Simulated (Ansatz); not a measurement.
Values for one crystal, relaxed and computed with PBE (plane waves, PAW; program Ansatz); other levels are named.

| Item | Result |
|---|---|
| Volume per atom | 26.44 Å³ |
| Band gap | 2.08 eV (indirect) |
| Valence-band maximum | at Γ |
| Formation energy from the elements (no fitted shifts) | -2.03 eV/atom |
| Smallest direct gap on the standard path | 3.00 eV |
| Conduction-band minimum | at X (3 equivalent valleys) |

Task: Which compound is it?
A) NaI, rock salt
B) CaSe, rock salt
C) BaTe, rock salt
D) MgSe, rock salt

Result: B, CaSe, rock salt

Space group Fm-3m (rock salt). Symmetry was held in the PBE relaxation. The references are the lowest solids computed at this level, not always the standard phases. Spin–orbit coupling is left out wherever it is not named.

Potentials: the later of the program's two PAW sets.
